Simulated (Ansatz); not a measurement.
# Cs$_{2}$MoOsO$_{6}$, a known structure type with other elements, at an estimated volume

```xyz
10
Lattice="0.0000 4.2319 4.2319 4.2319 0.0000 4.2319 4.2319 4.2319 0.0000" Properties=species:S:1:pos:R:3 pbc="T T T"
O     2.2124    4.2319    4.2319
O     4.2319    2.2124    4.2319
O     6.2513    4.2319    4.2319
O     4.2319    6.2513    4.2319
O     4.2319    4.2319    2.2124
O     4.2319    4.2319    6.2513
Cs    2.1159    2.1159    2.1159
Cs    6.3478    6.3478    6.3478
Mo    4.2319    4.2319    4.2319
Os    0.0000    0.0000    0.0000
```

Method: r2SCAN, no spin polarisation; PAW, plane waves to 500 eV, 7×7×7 Γ-centred mesh, fermi-dirac occupations (width 0.1 eV) (Ansatz 0.2.0), atoms fixed.

(1) Give the Bader charges.

(2) What do density and ELF say about some of the short contacts?

(3) Which atom feels the largest force, and which way?

(4) Is there a gap?

Origin: a known structure type with other elements, at an estimated volume, so it need not be a known compound. Caveats: many states at the Fermi level without spin polarisation, so a magnetic state may lie lower; correlation that this level lacks may open a gap in such a compound; atoms or cell far from equilibrium.

Results:

(1) Bader charges in e: Cs +0.87, Mo +2.62, Os +1.83, O -1.03. In the mean Mo gives up most and O takes most.

(2) O–Mo at 2.02 Å: least valence density 0.76 e/Å³ and ELF 0.22 there. O–Os at 2.21 Å: least valence density 0.50 e/Å³ and ELF 0.14 there. Cs–O at 2.99 Å: least valence density 0.12 e/Å³ and ELF 0.05 there. Both are smooth PAW fields, read partly inside the augmentation spheres.

(3) The largest is on O5 (and as large on other atoms): 0.58 eV/Å, components (0.00, 0.00, -0.58). It makes 180° with the line to a nearest neighbour, Mo9 at 2.02 Å, pointing away from it.

(4) It is a metal, with about 6.6 states/eV a cell as the mean within 0.25 eV of the Fermi level, mostly Os d (53 %) and O p (43 %).
